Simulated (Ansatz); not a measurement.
V₂O₅ in space group P2_1/m (No. 11; Pearson symbol mP14), plane-wave PAW r²SCAN+D4 (Ansatz code), all energies at zero smearing, with the estimated change up to a 700 eV cutoff added, with one set of potentials and settings (totals compare only within such a set). Cell of 14 atoms (4 V, 10 O): -17363.452 eV.

| element | reference phase | E (eV/atom) |
|---|---|---|
| V | Im-3m, 1 atoms in the cell | -2917.1775 |
| O | C2/m, 4 atoms in the cell, spin-polarised | -566.0549 |

Formation energy per atom, worked out: (-17363.452 − 4×(-2917.1775) − 10×(-566.0549))/14 = -2.442 eV/atom (-236 kJ per mol of atoms), at 0 K, without zero-point energy or fitted corrections.

The first step of the workflow began from a Materials Project structure, measured or hypothetical; the Crystallography Open Database copy checked does not list it. COD files the formula under space group No. 31, 59, so this cell is another polymorph or a model. Whether it is the stable phase at ambient conditions was not checked. Symmetry was held in the r²SCAN+D4 relaxation; its stability against distortions is not shown here. No spin polarisation was allowed. No Hubbard U is applied. The references are the lowest solids computed at this level, not always the standard phases (solids in place of the gases).

Potentials: the later of the program's two PAW sets.
